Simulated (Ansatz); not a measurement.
### Question
Name crystals whose computed values (DFT-r²SCAN in the program Ansatz with PAW potentials) fall in these windows: G_Hill (GPa) 140 to 170; highest Γ mode, no LO–TO term (cm⁻¹) 520 to 670; Θ_D (K) 380 to 510.

### Answer


| crystal | G_Hill (GPa) | highest Γ mode, no LO–TO term (cm⁻¹) | Θ_D (K) |
|---|---|---|---|
| Ta2N, P-31m (Ta on 6k, N on 2d, N on 1a) | 159 | 617 | 446 |
Others may fit too.

Standing as an ambient phase not checked: Ta2N, P-31m (Ta on 6k, N on 2d, N on 1a). The cell was relaxed under the symmetry of its start. Named crystals with no word on spin ran without spin polarisation. Spin–orbit coupling is left out wherever it is not named.

Potentials: the earlier of the program's two PAW sets. The files were generated under PBE; for other functionals the program regenerates the frozen cores, and for LDA and PBEsol the local potential too.
